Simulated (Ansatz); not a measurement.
**Bi2W: all-electron results**

```yaml
crystal:
  lattice:
    - [3.42037, 0.00000, 0.00000]
    - [-1.71019, 2.96213, 0.00000]
    - [0.00000, 0.00000, 8.35309]
  atoms:
    - { symbol: W, position: [0.00000, 0.00000, 0.00000] }
    - { symbol: Bi, position: [0.33333, 0.66667, 0.25365] }
    - { symbol: Bi, position: [0.66667, 0.33333, 0.74635] }
```

Atoms are numbered in the order listed.

The structure comes from a relaxation in the same program, started in the CdI2 type, and has space group P-3m1. Whether it is a known phase or the ground state wasn't checked.

No spin–orbit coupling, which matters for the heavy atoms here.

Methods: DFT, PBE, all-electron LAPW, scalar-relativistic (Ansatz 0.2.0); DFT, PBE, PAW with Ansatz's default frozen-core files, scalar-relativistic (Ansatz 0.2.0).

For LAPW: a Γ-centred 9×9×5 k mesh, Fermi–Dirac smearing of 0.03 eV, basis error target 0.5 meV/atom, no spin polarisation. PAW takes a cutoff of 420 eV at this cell. The Ansatz runs share mesh, smearing and spin set-up. Values come from LAPW unless marked.

```json
{
 "Band gap": "none at this level of theory (metallic, semimetallic, or a small gap that the functional closes)",
 "Density of states at the Fermi level (0.2 eV bin)": "1.73 states/eV per cell",
 "Löwdin charges (with 0.19 e of the cell spilling out of the atomic basis, so their sizes and signs hang on that basis)": "W1 0.20, Bi2 -0.01 e",
 "Bader charges (from the PAW run)": "W1 +0.12, Bi2 -0.06 e",
 "Volume per atom": "28.21 Å³",
 "Pressure at this cell": "0.3 kbar"
}
```
